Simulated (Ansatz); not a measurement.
# Phonons of PbS2 in the fluorite structure

Method: PBEsol, scalar-relativistic; no spin polarisation; PAW, 420 eV, Gaussian smearing of 0.15 eV; code Ansatz. The datasets are Ansatz's generated set soft_2.

```
Pb S
1.0
     0.00000    3.32369    3.32369
     3.32369    0.00000    3.32369
     3.32369    3.32369    0.00000
Pb S
1 2
Direct
  0.00000 0.00000 0.00000
  0.25000 0.25000 0.25000
  0.75000 0.75000 0.75000
```

The start was a prototype's sites filled with these elements, not a measured cell.

Force constants come from finite displacements in a 2×2×2 supercell (the unit cell's 10×10×10 k-mesh, folded to it); the long-range dipole term is not included. Points in reciprocal vectors of this cell: Γ = (0.000, 0.000, 0.000), X = (0.500, 0.000, 0.500), U = (0.625, 0.250, 0.625), K = (0.375, 0.375, 0.750), L = (0.500, 0.500, 0.500), W = (0.500, 0.250, 0.750).

**Question.** Is the structure dynamically stable along this path, and where does the spectrum end?

**Answer.** No: a branch is imaginary, down to 206i cm⁻¹ at X. The highest frequency is 130 cm⁻¹, at W. Points that don't fit the supercell are interpolated.

Frequencies at the named points (cm⁻¹, imaginary ones negative):
```tsv
point	ω (cm⁻¹)
Γ	0 0 0 119 119 119 120 120 120
X	-206 -61 -61 -54 -54 64 102 122 122
U	-180 -101 -68 -51 -46 71 72 122 123
K	-180 -101 -68 -51 -46 71 72 122 123
L	-127 -82 -75 -75 81 82 82 101 101
W	-162 -144 -55 -55 -44 81 94 94 130
```

The crystal is a metal or nearly so; low and unstable modes depend on mesh and smearing.

Cost: 92 s on 4 threads of Arm Neoverse V2, on a shared host, peak memory 2.7 GiB.

No spin–orbit coupling, a notable omission for heavy elements.
